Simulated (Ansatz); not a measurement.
CdGeAs$_{2}$:
Space group I-42d (No. 122); a = b = 5.9808 Å, c = 11.2988 Å, α = β = γ = 90.00°

| atom | site | symmetry | x | y | z |
|---|---|---|---|---|---|
| Cd | 4b | -4.. | 0.0000 | 0.0000 | 0.5000 |
| Ge | 4a | -4.. | 0.0000 | 0.0000 | 0.0000 |
| As | 8d | .2. | 0.2500 | 0.2787 | 0.3750 |
(The calculation used a cell of 8 atoms; values per cell refer to that cell.)

Relaxed with r²SCAN.

Q: Which orbitals make up the states near the band edges in r²SCAN in the plane-wave PAW code Ansatz?

A: Top 1 eV of the valence band: As 4p 86 %. Bottom 1 eV of the conduction band: As 4p 40 %, Ge 4s 20 %, As 4s 13 %, Cd 5s 13 %, Ge 4p 8 %. Projections are on Löwdin-orthogonalised atomic valence shells; empty p or d shells of many metals are not among them.

Q: Tabulate the density of states.

A: States/eV per cell of 8 atoms, in 0.25 eV bins, energy from the valence-band maximum.

```
E (eV)  total  As 4p  Ge 4p  Cd 5s
------  -----  -----  -----  -----
-7.85    3.58   0.57   0.28   0.03
-7.60    2.17   0.46   0.19   0.04
-7.35    0.63   0.15   0.06   0.02
-7.10    1.07   0.29   0.10   0.04
-6.85    2.73   0.76   0.22   0.19
-6.60    2.82   0.77   0.23   0.20
-6.35    1.16   0.28   0.10   0.05
-6.10    0.00   0.00   0.00   0.00
-5.85    0.00   0.00   0.00   0.00
-5.60    0.00   0.00   0.00   0.00
-5.35    0.00   0.00   0.00   0.00
-5.10    0.87   0.48   0.16   0.19
-4.85    2.33   1.30   0.41   0.50
-4.60    3.10   1.75   0.55   0.61
-4.35    4.44   2.54   0.85   0.79
-4.10    4.86   2.73   1.35   0.47
-3.85    5.10   2.90   1.50   0.37
-3.60    4.03   2.37   1.22   0.28
-3.35    5.99   3.60   1.67   0.46
-3.10    4.15   2.60   1.04   0.24
-2.85    4.21   2.76   0.83   0.16
-2.60    5.01   3.31   0.93   0.16
-2.35    3.50   2.42   0.59   0.09
-2.10    5.20   3.82   0.77   0.09
-1.85    2.88   2.18   0.33   0.06
-1.60    5.40   4.32   0.41   0.10
-1.35    4.41   3.62   0.29   0.06
-1.10    4.52   3.69   0.31   0.05
-0.85    3.47   2.95   0.16   0.03
-0.60    5.02   4.40   0.18   0.02
-0.35    1.39   1.22   0.06   0.00
-0.10    0.12   0.11   0.00   0.00
0.15     0.00   0.00   0.00   0.00
0.40     0.01   0.00   0.00   0.00
0.65     0.02   0.01   0.00   0.00
0.90     0.13   0.05   0.01   0.02
1.15     1.04   0.44   0.10   0.10
1.40     2.79   1.36   0.24   0.16
1.65     5.39   2.74   0.63   0.12
1.90     4.26   1.83   0.78   0.08
2.15     3.19   1.09   0.86   0.12
2.40     2.42   0.57   0.88   0.19
2.65     5.45   1.09   2.04   0.67
2.90     4.61   0.96   1.72   0.55
3.15     3.78   0.84   1.28   0.47
3.40     3.16   0.79   0.87   0.49
3.65     3.77   1.09   1.04   0.55
3.90     4.97   1.53   1.48   0.59
4.15     4.87   1.38   1.35   0.55
4.40     5.32   1.46   1.25   0.56
4.65     3.68   0.97   0.80   0.34
4.90     5.17   1.35   1.15   0.43
```

Symmetry was held in the r²SCAN relaxation. Spin–orbit coupling is left out wherever it is not named.

Potentials: the later of the program's two PAW sets.
